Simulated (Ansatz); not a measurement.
The relaxed structure here is a generated cell of Au: the first start was made by placing the elements on the sites of a structure type, and the end was not matched to a known phase here, so it may be hypothetical. Known forms of Au include space group No. 225.

One starting cell of Au (a generated cell, Au built in the diamond structure type) was relaxed twice with Ansatz (plane waves, PAW, scalar-relativistic): with r2SCAN at 500 eV and with PBE at 420 eV. The r2SCAN result:

```xyz
2
Lattice="0.0000 3.0377 3.0377 3.0377 0.0000 3.0377 3.0377 3.0377 0.0000" Properties=species:S:1:pos:R:3 pbc="T T T"
Au     4.5566     4.5566     4.5566
Au     3.0377     3.0377     3.0377
```

| quantity | r2SCAN | PBE |
|---|---|---|
| space group | Fd-3m | Fd-3m |
| volume (Å³/atom) | 28.03 | (withheld) |
| a (Å) | 6.075 | (withheld) |
| gap (eV, no spin-orbit coupling) | 0.00 | (withheld) |

What does PBE give for the same quantities?


- volume (Å³/atom), PBE: 29.24
- a (Å), PBE: 6.162
- gap (eV, no spin-orbit coupling), PBE: 0.00

Both levels end in the same structure; PBE's volume is 4.3 % larger. Neither column is exact.

No spin polarisation in the result.

The run could not lower the symmetry of its start; a shaken copy of this end point relaxes with r2SCAN to Fm-3m (No. 225), 0.80 eV/atom lower.

Ansatz is an electronic-structure program.
